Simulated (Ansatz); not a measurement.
Zr$_{3}$Si$_{2}$:
Space group P4/mbm (No. 127); a = 7.1057 Å, b = 7.1057 Å, c = 3.7083 Å, α = 90.00°, β = 90.00°, γ = 90.00°

| atom | site | symmetry | x | y | z |
|---|---|---|---|---|---|
| Zr | 4h | m.2m | 0.3261 | 0.1739 | 0.5000 |
| Zr | 2a | 4/m.. | 0.0000 | 0.0000 | 0.0000 |
| Si | 4g | m.2m | 0.1219 | 0.3781 | 0.0000 |

Relaxed at zero pressure with the program Ansatz at the r²SCAN level (PAW).

**Question.** The volume is raised by 3 % and shape and atoms relax at that volume. What pressure results, and how do the axes share the change?

**Answer.** -3.8 GPa; a 0.8 %, b 0.8 %, c 1.4 %; the energy rises by 7 meV/atom.

**Question.** Give the new structure.

**Answer.** 
Space group P4/mbm (No. 127); a = b = 7.163 Å, c = 3.759 Å, α = β = γ = 90.00°

| atom | site | symmetry | x | y | z |
|---|---|---|---|---|---|
| Zr | 4h | m.2m | 0.3266 | 0.1734 | 0.5000 |
| Zr | 2a | 4/m.. | 0.0000 | 0.0000 | 0.0000 |
| Si | 4g | m.2m | 0.1222 | 0.3778 | 0.0000 |

The phase is kept; no other phase was compared at this pressure.

The workflow started from a Materials Project entry (that database holds measured and hypothetical structures alike); the Crystallography Open Database copy checked does not list it. Whether it is the stable phase at ambient conditions was not checked. The r²SCAN relaxation kept the symmetry of its start; whether a distortion lowers the energy is not shown. No spin polarisation was allowed.

Potentials: the later of the program's two PAW sets.
